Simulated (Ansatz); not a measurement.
Al₃Ru₂ in space group I4/mmm (No. 139; Al on 2a, Al on 4e, Ru on 4e) at seven volumes, plane-wave PAW r²SCAN (Ansatz code), shape and atoms relaxed at each. One row is withheld.

| V (Å³/atom) | P (GPa) |
|---|---|
| 12.300 | 22.49 |
| 12.706 | 13.74 |
| 13.111 | 6.31 |
| 13.517 | 0.00 |
| 13.922 | -5.35 |
| 14.328 | -9.88 |
| 14.733 | ? |

### Question
Fit the shown pressures and predict the withheld one.

### Answer
P = (3/2)B₀(x^(7/2) − x^(5/2))[1 + (3/4)(B′ − 4)(x − 1)] with x = (V₀/V)^(2/3). Least squares on the six rows gives V₀ = 13.517 Å³/atom, B₀ = 193 GPa, B′ = 4.44. At V = 14.733, x = 0.9442 and P = -13.74 GPa. The run itself gave -13.66 GPa.

The workflow started from a Materials Project entry (that database holds measured and hypothetical structures alike); the Crystallography Open Database copy checked does not list it. Its standing as an ambient phase is unchecked. Symmetry was held in the r²SCAN relaxation; its stability against distortions is not shown here. No spin polarisation was allowed.

Potentials: the later of the program's two PAW sets.
